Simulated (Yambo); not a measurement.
Yambo input for a free-standing MoS2 monolayer (symmetry P-6m2, slab cell 16.1 Å high) (a = b = 3.141 Å, c = 16.100 Å, α = β = 90.00°, γ = 120.00°), on PBEsol (Quantum ESPRESSO, PseudoDojo norm-conserving, 80 Ry, no spin-orbit coupling) wavefunctions on a 24×24×1 mesh:

```
rim_cut
optics
chi
dipoles
kernel
RandQpts= 1000000
RandGvec= 2 Ry
CUTGeo= "slab z"
FFTGvecs= 30 Ry
Chimod= "HARTREE"
NGsBlkXd= 2 Ry
% QpntsRXd
 1 | 1 |
%
% BndsRnXd
 2 | 38 |
%
GrFnTpXd= "R"
% EnRngeXd
 0.0 | 20.0 | eV
%
% DmRngeXd
 0.2 | 0.2 | eV
%
CGrdSpXd= 50
ETStpsXd= 161
% LongDrXd
 1.0 | 0.0 | 0.0 |
%
```

First lines of the file o-*.alpha_q1_inv_rpa_dyson:

```
Polarizability  ( -<<X>> ) @ Q(1):   1.00000000     0.00000000     0.00000000    [q->0 direction]
#
# Polarizability units: length
#
# [ X ] Hartree size     :   57
# [GEN] GF Energies     : Perdew, Burke & Ernzerhof SOL(X)+Perdew, Burke & Ernzerhof SOL(C)
# [GEN] Green`s Function     : Retarded
#
# [GEN] Gauge     : Length
# [GEN] [r,Vnl] included     : yes
#
#    E[1] [eV]     Im(alpha)     Re(alpha)     Im(alpha_o)     Re(alpha_o)
#
     0.000000     -0.21653E-11     13.01123     -0.12182E-16     13.56972
     0.125000     0.057210     13.02869     0.060293     13.58811
     0.250000     0.115843     13.08149     0.122119     13.64373
     0.375000     0.177436     13.17088     0.187133     13.73794
     0.500000     0.243772     13.29909     0.257266     13.87312
     0.625000     0.317066     13.46942     0.334917     14.05285
     0.750000     0.400234     13.68661     0.423260     14.28222
     0.875000     0.497343     13.95718     0.526739     14.56830
     1.000000     0.614402     14.29013     0.651944     14.92086
     1.125000     0.760860     14.69794     0.809276     15.35342
     1.250000     0.952683     15.19788     1.016381     15.88483
     1.375000     1.219265     15.81353     1.305855     16.54079
     1.500000     1.620027     16.57260     1.743810     17.35133
     1.625000     2.281540     17.47901     2.471273     18.31918
     1.750000     3.407046     18.37073     3.712978     19.25914
     1.875000     4.926319     18.76767     5.374957     19.63354
     2.000000     6.008838     18.62690     6.530919     19.43939
     2.125000     6.853867     18.96416     7.466437     19.77455
     2.250000     7.890734     19.37296     8.615506     20.17540
     2.375000     9.068202     20.31196     9.997263     21.15425
     2.500000     11.42012     21.68656     12.78844     22.45840
     2.625000     15.59527     22.25604     17.56046     22.46950
     2.750000     20.81957     20.10820     22.79442     19.04709
     2.875000     24.09234     14.83222     24.89297     12.87829
     3.000000     23.91979     9.501298     23.48675     7.758831
     3.125000     22.13542     5.707220     20.89861     4.641375
     3.250000     19.50475     3.608430     18.05320     3.528245
     3.375000     17.68660     3.296836     16.59980     3.857074
     3.500000     17.15695     2.914737     16.46037     3.707135
     3.625000     16.68896     1.913992     16.26446     2.751905
     3.750000     15.68229     0.967301     15.40000     1.802774
```
(The file goes on to the top of the energy range; α is in bohr.) Convergence of the RPA response with its 24×24×1 mesh was not tested.

Geometry relaxed with PBEsol.
